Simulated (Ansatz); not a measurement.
An elastic tensor (GPa, Voigt order, standard axes) from the program Ansatz at the PBEsol level (PAW):

```
 356  82.8   108   0.0   0.0   0.0
82.8   356   108   0.0   0.0   0.0
 108   108   340   0.0   0.0   0.0
 0.0   0.0   0.0   159   0.0   0.0
 0.0   0.0   0.0   0.0   159   0.0
 0.0   0.0   0.0   0.0   0.0   137
```

Task: Pick the material that matches.
(A) BPt, NiAs type
(B) BiB, P-6m2 (B on 1a, Bi on 1f)
(C) AlV2C, P6_3/mmc (Al on 2c, V on 4f, C on 2a)

Result: C, AlV2C, P6_3/mmc (Al on 2c, V on 4f, C on 2a)

The cell was relaxed with PBEsol under the symmetry of its start; of distortions, only those at the zone centre were tested. No spin polarisation was allowed. As this level gives no gap, shear constants depend on the k-mesh and smearing (Fermi–Dirac, 0.1 eV here).

Potentials: the later of the program's two PAW sets.
